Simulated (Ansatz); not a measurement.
NaBi (L1₀ or tetragonal B2, space group No. 123), PBE in the plane-wave PAW code Ansatz, all energies at zero smearing, with the estimated change up to a 700 eV cutoff added, with one set of potentials and settings (totals compare only within such a set). Cell of 2 atoms (1 Na, 1 Bi): -13883.594 eV.

```
element                reference phase  E (eV/atom)
-------  -----------------------------  -----------
Na       P6_3/mmc, 2 atoms in the cell   -1486.4171
Bi           R-3m, 2 atoms in the cell  -12396.5536
```

Formation energy per atom, worked out: (-13883.594 − 1×(-1486.4171) − 1×(-12396.5536))/2 = -0.312 eV/atom (-30 kJ per mol of atoms), at 0 K, without zero-point energy or fitted corrections.

Space group P4/mmm (L1₀ or tetragonal B2). The workflow started from a Materials Project entry (that database holds measured and hypothetical structures alike); the Crystallography Open Database copy checked does not list it. With Na and Bi taken as one species the cell has the higher symmetry Fm-3m, so it may be an ordered model of a mixed-site phase. Whether it is the stable phase at ambient conditions was not checked. The PBE relaxation kept the symmetry of its start; of distortions, only those at the zone centre were tested. The references are the lowest solids computed at this level, not always the standard phases. Spin–orbit coupling is left out wherever it is not named.

Potentials: the later of the program's two PAW sets.
